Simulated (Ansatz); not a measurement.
Crystals of one structure type (zinc blende), relaxed and computed with the program Ansatz at the HSE06 level (PAW).

```
crystal  a (Å)  gap (eV)  B₀ by P(V) fit (GPa)
-------  -----  --------  --------------------
BN       3.596      5.80                   403
AlN        [?]       [?]                   [?]
AlP      5.475      2.28                  90.8
GaN      4.498      3.00                   198
AlAs     5.682      2.10                  75.8
```

Q: What belongs in the gaps?

A: 
- AlN, a (Å): 4.365
- AlN, gap (eV): 4.56
- AlN, B₀ by P(V) fit (GPa): 212

All cells were relaxed under the symmetry of their starts (and spin orders); stability against distortions was not tested throughout. Spin–orbit coupling is left out wherever it is not named.

Potentials: the earlier of the program's two PAW sets.
